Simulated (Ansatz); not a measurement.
Steps from a short run of molecular dynamics on a 1×1×1 supercell (4 atoms) of Si3C (ordering on diamond), relaxed with r2SCAN; forces from PBEsol in the PAW code Ansatz, 4×4×4 mesh, Fermi-Dirac smearing of 0.069 eV, Langevin thermostat and barostat (NPT), set at 800 K. Classical nuclei, no spin polarisation; a few dozen steps show the first response, not equilibrium. The structure comes from a prototype and may be hypothetical.

Task: At 24 fs the positions in Å are
```
cell (Å): 1.691 0.976 5.845; -1.691 0.976 5.845; 0.000 -1.953 5.845
C    1.712   1.105   5.867
Si   0.014  -0.094   8.612
Si  -0.013   0.166   6.406
Si   0.035  -0.103  15.595
```
What are the forces, and how far does the free energy (smearing included) lie above that of step 0, with the atoms on their sites?

Result: 37.8 meV an atom; forces in eV/Å:
```
cell (Å), as above: 1.691 0.976 5.845; -1.691 0.976 5.845; 0.000 -1.953 5.845
C   -0.340   0.062  -0.699
Si   0.266  -0.202   1.547
Si   0.359  -0.312  -1.501
Si  -0.286   0.451   0.652
```

Task: At 36 fs the positions in Å are
```
cell (Å): 1.682 0.971 5.815; -1.682 0.971 5.815; 0.000 -1.943 5.815
C    1.680   1.140   5.777
Si   0.039  -0.118   8.605
Si   0.015   0.233   6.264
Si   0.074  -0.163  15.571
```
What are the forces, and how far does the free energy (smearing included) lie above that of step 0, with the atoms on their sites?

Result: 31.3 meV an atom; forces in eV/Å:
```
cell (Å), as above: 1.682 0.971 5.815; -1.682 0.971 5.815; 0.000 -1.943 5.815
C    0.224   0.376   0.249
Si   0.393  -0.515  -0.035
Si  -0.191  -0.742   0.502
Si  -0.426   0.882  -0.717
```

Task: At 40 fs the positions in Å are
```
cell (Å): 1.680 0.970 5.805; -1.680 0.970 5.805; 0.000 -1.939 5.805
C    1.647   1.160   5.730
Si   0.048  -0.118   8.597
Si   0.029   0.239   6.228
Si   0.086  -0.173  15.557
```
What are the forces, and how far does the free energy (smearing included) lie above that of step 0, with the atoms on their sites?

Result: 51.8 meV an atom; forces in eV/Å:
```
cell (Å), as above: 1.680 0.970 5.805; -1.680 0.970 5.805; 0.000 -1.939 5.805
C    0.675   0.385   0.998
Si   0.409  -0.642  -0.370
Si  -0.687  -0.674   0.717
Si  -0.398   0.931  -1.346
```

Task: At 44 fs the positions in Å are
```
cell (Å): 1.677 0.968 5.797; -1.677 0.968 5.797; 0.000 -1.937 5.797
C    1.621   1.183   5.688
Si   0.058  -0.123   8.592
Si   0.035   0.237   6.208
Si   0.090  -0.172  15.533
```
What are the forces, and how far does the free energy (smearing included) lie above that of step 0, with the atoms on their sites?

Result: 69.3 meV an atom; forces in eV/Å:
```
cell (Å), as above: 1.677 0.968 5.797; -1.677 0.968 5.797; 0.000 -1.937 5.797
C    0.881   0.292   1.647
Si   0.363  -0.572  -0.685
Si  -0.932  -0.513   0.750
Si  -0.311   0.794  -1.713
```

Task: At 52 fs the positions in Å are
```
cell (Å): 1.673 0.966 5.783; -1.673 0.966 5.783; 0.000 -1.932 5.783
C    1.616   1.245   5.661
Si   0.067  -0.127   8.567
Si   0.030   0.227   6.184
Si   0.085  -0.158  15.472
```
What are the forces, and how far does the free energy (smearing included) lie above that of step 0, with the atoms on their sites?

Result: 67.4 meV an atom; forces in eV/Å:
```
cell (Å), as above: 1.673 0.966 5.783; -1.673 0.966 5.783; 0.000 -1.932 5.783
C    0.697  -0.652   1.338
Si   0.221  -0.339  -0.992
Si  -0.702   0.294   0.735
Si  -0.217   0.697  -1.081
```

Task: At 72 fs the positions in Å are
```
cell (Å): 1.665 0.961 5.754; -1.665 0.961 5.754; 0.000 -1.922 5.754
C    1.691   1.185   5.652
Si   0.056  -0.088   8.396
Si  -0.037   0.282   6.190
Si   0.028  -0.073  15.282
```
What are the forces, and how far does the free energy (smearing included) lie above that of step 0, with the atoms on their sites?

Result: 43.8 meV an atom; forces in eV/Å:
```
cell (Å), as above: 1.665 0.961 5.754; -1.665 0.961 5.754; 0.000 -1.922 5.754
C   -0.794   0.344  -0.134
Si  -0.400   0.109   0.767
Si   0.815  -0.621  -0.986
Si   0.379   0.168   0.352
```
